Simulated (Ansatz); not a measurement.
## AlH2, before and after

The guess for AlH2 was made by a generator: random cell by space group and Wyckoff sites (P-3m1, No. 164). The dimensions are guesses.

POSCAR.start

```
Al H
1.0
     2.71993    0.00000    0.00000
    -1.35996    2.35552    0.00000
     0.00000    0.00000    5.42026
Al H
1 2
Direct
  0.00000 0.00000 0.50000
  0.33333 0.66667 0.48453
  0.66667 0.33333 0.51547
```

Theory: Ansatz, DFT PBE, scalar-relativistic, plane waves, PAW. Cutoff 420 eV, Gaussian smearing, Γ-centred meshes. Cell and atoms relax first on a coarse mesh and then on a finer one. In between, the cell is made exact in the group found at 0.06 Å. In metals the finer mesh still leaves noise of several meV/atom or more. The steps can't lower the symmetry of their start. No spin polarisation.

POSCAR.end

```
Al H
1.0
     3.11048    0.00000    0.00000
    -1.55524    2.69376    0.00000
     0.00000    0.00000    2.91098
Al H
1 2
Direct
  0.00000 0.00000 0.50000
  0.33333 0.66667 0.26560
  0.66667 0.33333 0.73440
```

The symmetry stays P-3m1 (No. 164). The volume per atom shrinks by 29.8 %, from 11.6 to 8.1 Å³. The shortest distance goes from 1.57 Å (Al–H) to 1.92 Å (Al–H). The ratio c/a of the conventional cell changes by a factor of 0.47. The energy falls by about 1.0 eV/atom (the start's value is from the coarse mesh). The end is written in a standard setting, so origin, axes and order of atoms can differ from the start's.

- Volume per atom: 8.13 Å³
- Density: 1.97 g/cm³
- Formation energy: +0.34 eV/atom
- Gap on the 18×18×16 mesh of the 3-atom cell: 0 eV (a metal)

The zero of energy is the elements' standard structures at the same level (H₂ as a molecule); no fitted shifts are applied. It can't be a ground state, since the elements alone are lower.

The last run used Gaussian smearing of 0.10 eV. The cell is a metal run without spin; a magnetic state may lie lower. With hydrogen, zero-point motion can shift formation energies by some tens of meV/atom. Symmetry constrained the relaxation, so the result can be a saddle point. In all, the 4 runs took 38 s on 1 thread of Intel(R) Xeon(R) 6975P-C (Granite Rapids) (shared host).
